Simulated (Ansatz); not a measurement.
GaP:
```cif
data_Ga2P2
_chemical_formula_sum 'Ga2 P2'
_space_group_name_H-M_alt 'P 1'
_space_group_IT_number 1
_cell_length_a 3.84207
_cell_length_b 3.84207
_cell_length_c 6.33696
_cell_angle_alpha 90.000
_cell_angle_beta 90.000
_cell_angle_gamma 120.000
loop_
_space_group_symop_operation_xyz
  'x, y, z'
loop_
_atom_site_label
_atom_site_type_symbol
_atom_site_fract_x
_atom_site_fract_y
_atom_site_fract_z
_atom_site_occupancy
Ga1 Ga 0.66667 0.33333 0.50011 1
Ga2 Ga 0.33333 0.66667 0.00011 1
P1 P 0.66667 0.33333 0.87389 1
P2 P 0.33333 0.66667 0.37389 1
```

Relaxed with r²SCAN. r²SCAN (plane waves, PAW; program Ansatz) gives a gap of 1.74 eV.

Question: What gap does HSE06 give on the same cell (Ansatz, PAW)?

Answer: 2.18 eV, 0.44 eV more. The hybrid was solved on a coarser mesh and at special points; its gap is the smallest among all of these.

```
k  v1 r²SCAN  c1 r²SCAN  v1 HSE06  c1 HSE06
-  ---------  ---------  --------  --------
Γ       0.00       1.74      0.00      2.18
A      -0.73       2.54         …         …
K      -2.99       2.43     -3.14      2.86
H      -1.83       2.81         …         …
M      -1.27       1.78         …         …
L      -2.20       1.97         …         …
```

Question: Top valence (v1) and lowest conduction level (c1) in eV from each method's valence maximum (which need not be a listed point): supply the withheld HSE06 values.

Answer: 
- M, v1 HSE06: -1.32
- M, c1 HSE06: 2.22
- A, v1 HSE06: -0.76
- A, c1 HSE06: 3.01
- H, v1 HSE06: -1.90
- H, c1 HSE06: 3.28
- L, v1 HSE06: -2.30
- L, c1 HSE06: 2.42

Cost on shared cores: the r²SCAN run (SCF on a 8×8×5 mesh, then bands and DOS) around 60 core-seconds (rough), the HSE06 run (SCF on 6×6×4, then a few points) roughly 4 core-minutes; the tasks are unlike.

Space group P6_3mc (wurtzite). The workflow started from a Materials Project entry (that database holds measured and hypothetical structures alike); the Crystallography Open Database copy checked does not list it. It is not the phase usual at ambient conditions (space group No. 216). The r²SCAN relaxation kept the symmetry of its start; whether a distortion lowers the energy is not shown. Spin–orbit coupling is left out wherever it is not named.

Potentials: the later of the program's two PAW sets.
